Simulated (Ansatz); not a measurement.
Mo:
```
CELL_PARAMETERS angstrom
      2.73668     0.00000     0.00000
     -1.36834     2.37004     0.00000
      0.00000     0.00000     4.92780
ATOMIC_POSITIONS crystal
  Mo 0.33333 0.66667 0.25000
  Mo 0.66667 0.33333 0.75000
```

Relaxed with r²SCAN. Special points in fractions of this cell's reciprocal vectors: Γ (0.000, 0.000, 0.000); M (0.500, 0.000, 0.000); K (0.333, 0.333, 0.000); A (0.000, 0.000, 0.500); L (0.500, 0.000, 0.500); H (0.333, 0.333, 0.500).

**Question.** List the band energies nearest the Fermi level at these points for r²SCAN in the plane-wave PAW code Ansatz.

**Answer.** In eV from the Fermi level; about four levels below and three above (degenerate sets whole), none deeper than 8.9 eV; … stands for higher levels left out; points with the same levels are listed once.

| k | below | above |
|---|---|---|
| Γ | -0.69 -0.69 -0.20 -0.20 | 0.32 1.70 1.70 |
| M | -1.32 -0.46 -0.29 -0.24 | 3.84 4.74 4.97 |
| K | -2.49 -2.49 -2.20 -1.54 -1.54 | 0.17 2.50 2.60 2.60 |
| A | -0.63 -0.63 -0.63 -0.63 | … |
| L | -5.00 -5.00 -3.57 -3.57 | 1.41 1.41 1.78 1.78 |
| H | -2.73 -2.73 -1.26 -1.26 | 0.37 0.37 3.54 3.54 |

Space group P6_3/mmc (hcp (Mg type)). The start of the workflow was typed in or built on a structure type; the Crystallography Open Database copy checked does not list it. It is not the phase usual at ambient conditions (space group No. 229). The r²SCAN relaxation kept the symmetry of its start; whether a distortion lowers the energy is not shown. The run is not spin-polarised. Spin–orbit coupling is left out wherever it is not named.

Potentials: the later of the program's two PAW sets.
